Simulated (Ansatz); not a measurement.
**CdSe with Sb replacing Se: do the settings matter for the field gradients?**

This input was run with Ansatz:

```yaml
crystal:
  lattice:
    - [8.6, 0.0, 0.0]
    - [-4.3, 7.4478184726, 0.0]
    - [0.0, 0.0, 14.04]
  atoms:
    - { symbol: Cd, position: [0.1666666666, 0.3333333334, 0.0] }
    - { symbol: Cd, position: [0.1666666666, 0.3333333334, 0.5] }
    - { symbol: Cd, position: [0.1666666666, 0.8333333334, 0.0] }
    - { symbol: Cd, position: [0.1666666666, 0.8333333334, 0.5] }
    - { symbol: Cd, position: [0.6666666666, 0.3333333334, 0.0] }
    - { symbol: Cd, position: [0.6666666666, 0.3333333334, 0.5] }
    - { symbol: Cd, position: [0.6666666666, 0.8333333334, 0.0] }
    - { symbol: Cd, position: [0.6666666666, 0.8333333334, 0.5] }
    - { symbol: Cd, position: [0.3333333334, 0.1666666666, 0.25] }
    - { symbol: Cd, position: [0.3333333334, 0.1666666666, 0.75] }
    - { symbol: Cd, position: [0.3333333334, 0.6666666666, 0.25] }
    - { symbol: Cd, position: [0.3333333334, 0.6666666666, 0.75] }
    - { symbol: Cd, position: [0.8333333334, 0.1666666666, 0.25] }
    - { symbol: Cd, position: [0.8333333334, 0.1666666666, 0.75] }
    - { symbol: Cd, position: [0.8333333334, 0.6666666666, 0.25] }
    - { symbol: Cd, position: [0.8333333334, 0.6666666666, 0.75] }
    - { symbol: Sb, position: [0.1666666666, 0.3333333334, 0.1925] }
    - { symbol: Se, position: [0.1666666666, 0.3333333334, 0.6925] }
    - { symbol: Se, position: [0.1666666666, 0.8333333334, 0.1925] }
    - { symbol: Se, position: [0.1666666666, 0.8333333334, 0.6925] }
    - { symbol: Se, position: [0.6666666666, 0.3333333334, 0.1925] }
    - { symbol: Se, position: [0.6666666666, 0.3333333334, 0.6925] }
    - { symbol: Se, position: [0.6666666666, 0.8333333334, 0.1925] }
    - { symbol: Se, position: [0.6666666666, 0.8333333334, 0.6925] }
    - { symbol: Se, position: [0.3333333334, 0.1666666666, 0.4425] }
    - { symbol: Se, position: [0.3333333334, 0.1666666666, 0.9425] }
    - { symbol: Se, position: [0.3333333334, 0.6666666666, 0.4425] }
    - { symbol: Se, position: [0.3333333334, 0.6666666666, 0.9425] }
    - { symbol: Se, position: [0.8333333334, 0.1666666666, 0.4425] }
    - { symbol: Se, position: [0.8333333334, 0.1666666666, 0.9425] }
    - { symbol: Se, position: [0.8333333334, 0.6666666666, 0.4425] }
    - { symbol: Se, position: [0.8333333334, 0.6666666666, 0.9425] }
total_charge: 0.5
kpoints:
  mp_grid: { grid: [3, 3, 2] }
scf:
  occupations: { method: fermi_dirac, width: 0.01 }
  max_iter: 75
hamiltonian:
  xc: pbe
  pseudopotentials: { kind: paw }
output:
  forces: true
  stress: true
  populations: true
  efg: { quadrupole_moments_barn: { Sb: -0.543 }, contact_densities: true }
```

It converged. Of its output the block on the nuclei alone is shown, without the SCF iterations, energies, forces and stress (one atom of each set, the first 14 sets):

```
--- PAW observables at the nuclei: V_zz in 10²¹ V/m², potentials from the cell's mean, atoms counted from 1 ---
  atom   1  Cd V_zz =    -1.681414   η = 0.0000   by run symmetry: allowed
            electrostatic potential = -7704.431318 V   contact ρ = 1035921.445579 e/Å³
  atom   2  Cd V_zz =    +2.544197   η = 0.0000   by run symmetry: allowed
            electrostatic potential = -7704.407346 V   contact ρ = 1035910.248571 e/Å³
  atom   3  Cd V_zz =    +3.466963   η = 0.0606   by run symmetry: allowed
            electrostatic potential = -7704.413127 V   contact ρ = 1035910.124504 e/Å³
  atom   4  Cd V_zz =    +2.785379   η = 0.1480   by run symmetry: allowed
            electrostatic potential = -7704.436675 V   contact ρ = 1035910.302331 e/Å³
  atom   9  Cd V_zz =    +2.377171   η = 0.9280   by run symmetry: allowed
            electrostatic potential = -7704.194416 V   contact ρ = 1035926.765453 e/Å³
  atom  10  Cd V_zz =    +3.169637   η = 0.0018   by run symmetry: allowed
            electrostatic potential = -7704.488485 V   contact ρ = 1035910.242326 e/Å³
  atom  15  Cd V_zz =    +2.189239   η = 0.0000   by run symmetry: allowed
            electrostatic potential = -7704.303594 V   contact ρ = 1035910.104358 e/Å³
  atom  16  Cd V_zz =    +3.300093   η = 0.0000   by run symmetry: allowed
            electrostatic potential = -7704.492909 V   contact ρ = 1035909.948336 e/Å³
  atom  17  Sb V_zz =   -14.156447   η = 0.0000   by run symmetry: allowed   C_q = +185.8696 MHz
            electrostatic potential = -8407.030521 V   contact ρ = 1350068.297971 e/Å³
  atom  18  Se V_zz =    -0.350291   η = 0.0000   by run symmetry: allowed
            electrostatic potential = -4710.102993 V   contact ρ = 262876.505055 e/Å³
  atom  19  Se V_zz =    +6.187325   η = 0.7544   by run symmetry: allowed
            electrostatic potential = -4709.846563 V   contact ρ = 262878.607509 e/Å³
  atom  20  Se V_zz =    +0.379366   η = 0.7213   by run symmetry: allowed
            electrostatic potential = -4710.116423 V   contact ρ = 262876.598067 e/Å³
  atom  25  Se V_zz =    +1.947287   η = 0.8806   by run symmetry: allowed
            electrostatic potential = -4710.027397 V   contact ρ = 262877.278331 e/Å³
  atom  26  Se V_zz =    -1.337962   η = 0.1819   by run symmetry: allowed
            electrostatic potential = -4710.057276 V   contact ρ = 262877.245469 e/Å³
```

Task: Can these gradients be trusted, and how do they compare with a run on standard settings?

Result: No. Against the standard input the change is `total_charge`: -1 → 0.5; `scf.max_iter`: not typed → 75. A site carries the number of its first atom; V_zz in 10²¹ V/m².

```csv
site,atom,V_zz standard,η standard,V_zz here,η here
Cd1,1,-5.02,0.00,-1.68,0.00
Cd3,3,2.39,0.14,3.47,0.06
Cd4,4,3.55,0.13,2.79,0.15
Cd9,9,-7.75,0.76,2.38,0.93
Cd10,10,2.02,0.01,3.17,0.00
Sb,17,1.36,0.00,-14.16,0.00
Se18,18,-2.21,0.00,-0.35,0.00
Se19,19,-4.34,0.25,6.19,0.75
Se20,20,-2.42,0.13,0.38,0.72
Se25,25,-4.68,0.06,1.95,0.88
Se26,26,-3.08,0.30,-1.34,0.18
Se31,31,-2.23,0.00,-0.65,0.00
```

The largest change of V_zz along a kept axis is on Sb, from 1.36 to -14.16. In per cent, |V_zz| changes by -66 to +57 on Cd, -84 to -71 on Se (all sites that start above 2, bar those whose gradient vanishes or changes sign or whose main axis turns by over 40°). On Se19, Cd4 V_xx and V_yy change places (or their axes turn by over 50°), so the two values of η hide a larger change. V_zz changes sign on Se19 (same axis), Sb (same axis). On Cd9, Se25, Se26, Se20 the largest principal value lies along another axis in the second run, so the two V_zz can't be compared directly. The table leaves out 4 of the 16 sites, with |V_zz| up to 4.01; their tensors move by 1.82 at most along any direction. The statements above cover all sites. The changed cell holds a charge of +0.5 on a uniform background, so it isn't the same centre. At these positions the changed run has forces up to 1.0 eV/Å, so its atoms aren't at their own equilibrium. SCF iterations: 13 and 18. The changed input holds a charge that the system can't hold, so its numbers aren't properties of the crystal.

On the reference run: The run isn't spin-polarised, and a state with spin may lie lower. The defect repeats with the cell of 32 atoms, so it feels its images: sites between two images don't show the values beside a lone defect, and zeros or small values of η there can come from the images' arrangement. Cd and Se carry a gradient in the pure host already, so the values there aren't the defect's effect alone. A uniform background compensates the cell's charge. The defect cell has no gap above 0.1 eV on its mesh, so the values can hang on the smearing and the k-mesh. Without spin–orbit coupling (the program notes it for Cd and Sb) the gradients can shift somewhat, as the gap is small. With these PAW files V_zz is typically within 2 to 3 % of all-electron values, but misses above 10 % occur on Sb. The neighbours have not yet relaxed around the defect (largest force 0.61 eV/Å), so a real crystal will differ.
